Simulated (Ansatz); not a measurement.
## Calculated 81Br nuclear quadrupole resonance for HBr

Cell: a structure deposited in the COD whose atoms were relaxed with PBE, the cell held.

```
H Br
1.0
     3.06000   -2.72000    0.00000
     3.06000    2.72000    0.00000
     0.00000    0.00000    5.61400
H Br
2 2
Direct
  0.95279 0.04721 0.81690
  0.04721 0.95279 0.31690
  0.76483 0.23517 0.00410
  0.23517 0.76483 0.50410
```

Sites (sets of like atoms) are named by element and the number of their first atom in this list.

The numbers come from a DFT calculation in Ansatz (PBE, plane waves and PAW (field gradients read without the response of the frozen cores, which leaves them typically 4 to 6 % off), scalar-relativistic, 420 eV cutoff, Γ-centred 7×7×5 k-points, Fermi–Dirac smearing 0.02 eV).

81Br: I = 3/2, Q = 257.9 mb (year-2017 value). Static lattice, zero field.

(1) Predict the zero-field 81Br lines of each site.

(2) And for 79Br (I = 3/2, Q = 308.7 mb) on Br?

Answers

(1) For I = 3/2 there is one line, ν = (|C_Q|/2)(1 + η²/3)^½.

```tsv
site	atoms	V_zz (10²¹ V/m²)	C_Q (MHz)	η	line frequencies (MHz)
Br	3, 4	56.5	352	0.23	177.6
```

(2) C_Q scales with Q to 421 MHz, with lines at 212.6 MHz.

At Br V_zz points along its bond to H (within 2°).

The relaxation (5 steps) took 7.7 s of wall time (7.6 s of CPU time) and 0.44 GiB at its peak, on 1 thread of AMD EPYC 9R45 (Zen 5) (x86_64; 16 cores open to the job, memory cap 3.0 GiB, no GPU), a shared host with a load of 0.4 a core.
